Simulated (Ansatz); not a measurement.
A single-point calculation of Ga4As3N as one 8-atom ordering (P-43m) on the zincblende lattice with the plane-wave code Ansatz, at the level HSE06. The cell was relaxed beforehand with r2SCAN.

The input:
```yaml
crystal:
  lattice:
    - [5.3748164238, 0.0, 0.0]
    - [0.0, 5.3748164238, 0.0]
    - [0.0, 0.0, 5.3748164238]
  atoms:
    - { symbol: "N", position: [0.0, 0.0, 0.0] }
    - { symbol: Ga, position: [0.7775382394, 0.7775382394, 0.7775382394] }
    - { symbol: As, position: [0.5, 0.5, 0.0] }
    - { symbol: Ga, position: [0.2224617606, 0.2224617606, 0.7775382394] }
    - { symbol: As, position: [0.5, 0.0, 0.5] }
    - { symbol: Ga, position: [0.2224617606, 0.7775382394, 0.2224617606] }
    - { symbol: As, position: [0.0, 0.5, 0.5] }
    - { symbol: Ga, position: [0.7775382394, 0.2224617606, 0.2224617606] }
kpoints:
  mp_grid: { grid: [4, 4, 4] }
  band_path:
    path:
      - [0.0, 0.0, 0.0]
      - [0.0, 0.5, 0.0]
      - [0.5, 0.5, 0.0]
      - [0.5, 0.5, 0.5]
      - [0.45, 0.45, 0.45]
    npoints: 1
hamiltonian:
  xc: hse06
scf:
  occupations: { method: fermi_dirac, width: 0.02 }
  n_extra_bands: 6
output:
  forces: true
  stress: true
  eigenvalues: true
```

Run as `ansatz run input.yaml --threads 4 --pin off --max-ram 6451MiB --backend cpu --events-out ev --progress --plain --runs-dir out`. It took 2.8 min on 4 threads of AMD EPYC 7B13 (Zen 3), on a shared host; peak host memory 3.2 GiB.

Task: Predict the output.

Result: Output, abridged:
```
Pseudopotential: N, paw, valence charge 5, recommended cutoff 420 eV (normal)
Pseudopotential: Ga, paw, valence charge 13, recommended cutoff 420 eV (normal)
Pseudopotential: As, paw, valence charge 15, recommended cutoff 420 eV (normal)
Functional definition: HSE06
Crystal: 8 atoms, lattice volume = 155.271 Å³
Basis set: ecut = 420 eV, 2969 PW (Γ)
Bands: 57, of which v1, the nominal top of the filled ones, is band 51 counted from 1 (50 counted from 0)
Symmetry: 24 space group operations
Space group: P-43m (ITA 215)
k-points: 10 of 64 (time reversal used)
[warm-up without exact exchange]
SCF 1 converged in 9 iterations: F = -30085.832514 eV  dr2 = 7.41e-11
[exact exchange on]
Exchange kernel: α = 0.2500, screened, ω = 0.2079 Å⁻¹, Wigner–Seitz truncation, v(0) = 1046.2401 eV·Å³, q-mesh 4×4×4
SCF 2 stopped early in 7 iterations: F = -30091.385220 eV  dr2 = 5.55e-6
hybrid outer 1: dexx = +5.049e-2 eV, tail = 2.58e-4 eV
SCF 3 converged in 9 iterations: F = -30091.385218 eV  dr2 = 7.79e-10
hybrid outer 2: dexx = +7.989e-6 eV, tail = 1.62e-7 eV, Δε = 3.32e-3 eV, ΔF = 1.73e-4 eV/Å
SCF 4 converged in 4 iterations: F = -30091.385218 eV  dr2 = 3.91e-11
hybrid outer 3: dexx = +4.805e-9 eV, tail = 1.70e-10 eV, Δε = 1.34e-4 eV, ΔF = 9.16e-5 eV/Å
hybrid SCF converged: 3 outer / 20 inner (+9 warm-up)
Free energy (F): -30091.385218 eV
Internal energy: -30091.383819 eV  (E = F + TS)
E sigma→0 (E₀):  -30091.384519 eV
Entropy (-TS):   -0.001399 eV (-0.175 meV/atom)
Fermi energy:    8.518627 eV
--- Forces (eV/Å), atoms counted from 1 ---
  atom   1  N       0.00000      0.00000      0.00000
  atom   2  Ga      0.04043      0.04043      0.04043
  atom   3  As      0.00000      0.00000      0.00000
  atom   4  Ga    -0.04043    -0.04043      0.04043
  atom   5  As      0.00000      0.00000      0.00000
  atom   6  Ga    -0.04043      0.04043    -0.04043
  atom   7  As      0.00000      0.00000      0.00000
  atom   8  Ga      0.04043    -0.04043    -0.04043
--- Stress (GPa, compression-positive) ---
        0.340117       0.000000       0.000000
        0.000000       0.340117       0.000000
        0.000000       0.000000       0.340117
  P = ⅓ Tr σ = 0.3401 GPa (3.401 kbar)
```
Only the leading digits can be foreseen; the rest is this run's record.

The file bands.tsv (bands near the Fermi energy, numbered from 0, rounded):
```tsv
# k_distance	band_46	band_47	band_48	band_49	band_50	band_51	band_52	band_53	band_54
# fermi_ev = 8.518626
# [0, 0, 0] at k_distance = 0.000000
# [0, 0.5, 0] at k_distance = 0.584502
# [0.5, 0.5, 0] at k_distance = 1.169005
# [0.5, 0.5, 0.5] at k_distance = 1.753507
# [0.45, 0.45, 0.45] at k_distance = 1.854746
# levels_relative_to = fermi_ev
0.000	-2.924	-2.924	-0.020	-0.020	-0.020	0.220	1.655	1.655	2.699
0.585	-3.168	-2.709	-2.709	-1.250	-1.250	2.800	2.803	3.169	4.086
1.169	-3.274	-2.411	-2.411	-1.153	-0.364	2.484	3.230	4.432	4.432
1.754	-0.981	-0.981	-0.981	-0.267	-0.267	-0.028	2.755	2.755	2.755
1.855	-1.148	-1.148	-1.051	-0.374	-0.374	0.149	2.792	3.013	3.013
```
In order the rows are Γ, X, M, R, Γ–R (0.90).

With HSE06 the bands overlap by 0.01 eV (counted from 1, band 51 peaks at Γ and band 52 bottoms out at R): no gap. (Only one starting filling was tried, which a hybrid may keep.) Edges are sought over the mesh and the listed points. The mean stress, +0.3 GPa, is small, and the program warns that its thresholds are loose for a hybrid's stress. The largest force is 0.07 eV/Å.

No spin polarisation. The prototype was imposed, so other structures may be more stable.

The runs are scalar-relativistic, without spin-orbit coupling.

Gaps or overlaps of about a tenth of an eV are at the limit of these meshes: between the points read a gap can be smaller or closed.

The meshes of the hybrids are coarse, so their gaps aren't converged to the digits shown.
